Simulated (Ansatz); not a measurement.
Relaxed-ion elastic tensor of Si (diamond, Fd-3m) in GPa (Voigt order), LDA in the plane-wave PAW code Ansatz; density 2.37 g/cm³, 19.70 Å³ per atom.

|  | 1 | 2 | 3 | 4 | 5 | 6 |
|---|---|---|---|---|---|---|
| 1 | 161 | 64.6 | 64.6 | 0.0 | 0.0 | 0.0 |
| 2 | 64.6 | 161 | 64.6 | 0.0 | 0.0 | 0.0 |
| 3 | 64.6 | 64.6 | 161 | 0.0 | 0.0 | 0.0 |
| 4 | 0.0 | 0.0 | 0.0 | 75.6 | 0.0 | 0.0 |
| 5 | 0.0 | 0.0 | 0.0 | 0.0 | 75.6 | 0.0 |
| 6 | 0.0 | 0.0 | 0.0 | 0.0 | 0.0 | 75.6 |

**Question.** Is the crystal mechanically stable?

**Answer.** Yes: the smallest eigenvalue of C is 75.6 GPa.

**Question.** Work out the Voigt, Reuss and Hill averages.

**Answer.** K_V = 96.8, K_R = 96.8, K_H = 96.8; G_V = 64.7, G_R = 61.7, G_H = 63.2 GPa.

**Question.** Give Young's modulus, Poisson's ratio, Pugh's ratio and the universal anisotropy index.

**Answer.** E = 9KG/(3K + G) = 156 GPa; ν = 0.23; K/G = 1.53 (brittle by the Pugh limit of 1.75); A_U = 5G_V/G_R + K_V/K_R − 6 = 0.24.

**Question.** Estimate the sound speeds and the Debye temperature.

**Answer.** v_l = √((K + 4G/3)/ρ) = 8750 m/s, v_t = √(G/ρ) = 5170 m/s, mean 5720 m/s; Θ = (h/k)(3n/4πV)^(1/3) v_m = 631 K.

**Question.** Give the Zener ratio and Young's modulus along [100], [110] and [111].

**Answer.** A = 2C44/(C11 − C12) = 1.56; 1/E = S11 − 2(S11 − S12 − S44/2)Γ with Γ = 0, 1/4, 1/3 gives 124, 162, 180 GPa.

**Question.** Solve the Christoffel equation for the three sound speeds along [100], [110], [111].

**Answer.** Eigenvalues of C_ijkl n_j n_l equal ρv². In km/s, slowest first: [100] 5.65, 5.65, 8.25; [110] 4.52, 5.65, 8.92; [111] 4.93, 4.93, 9.14.

The cell was relaxed with LDA under the symmetry of its start.

Potentials: the earlier of the program's two PAW sets. The files were generated under PBE; for other functionals the program regenerates the frozen cores, and for LDA and PBEsol the local potential too.
